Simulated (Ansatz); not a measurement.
**What a trial cell of Y relaxes into**

Method: DFT r2SCAN, scalar-relativistic, plane waves, PAW in Ansatz. Cutoff 500 eV, Γ-centred k mesh, Gaussian smearing, no spin polarisation in the final step.

The start puts Y on the beta-tin structure type (I4_1/amd, No. 141), at a guessed volume.

```
CELL_PARAMETERS angstrom
-3.16100 3.16100 1.72439
3.16100 -3.16100 1.72439
3.16100 3.16100 -1.72439
ATOMIC_POSITIONS crystal
Y 0.00000 0.00000 0.00000
Y 0.75000 0.25000 0.50000
```

Steps on the 18×18×18 mesh (2 atoms). 4 of 4 steps are shown, and the free energy counts from the last. Trial steps that were taken back and renewals of the plane-wave basis can be among the rows.

| step | ΔF (meV/atom) | V (Å³/atom) | P (GPa) |
| --- | --- | --- | --- |
| 1 | 8.6 | 34.46 | -1.42 |
| 2 | 0.4 | 33.08 | -0.20 |
| 3 | -0.2 | 32.78 | 0.01 |
| 4 | 0.0 | 32.78 | 0.01 |

A final relaxation ran on a 18×18×18 mesh. The relaxed crystal, I4_1/amd (No. 141):

Space group I4_1/amd:1 (No. 141). a = 6.177 Å, b = 6.177 Å, c = 3.436 Å, α = 90.00°, β = 90.00°, γ = 90.00°
| atom | site | symmetry | x | y | z |
| --- | --- | --- | --- | --- | --- |
| Y | 4a | -4m2 | 0.0000 | 0.0000 | 0.0000 |

* Volume per atom: 32.78 Å³
* Density: 4.50 g/cm³
* Gap on the 18×18×18 mesh: 0 eV (a metal)

The final run used a 18×18×18 mesh on its 2-atom cell and 0.10 eV smearing.

A structure relaxed within its symmetry needn't be a true minimum.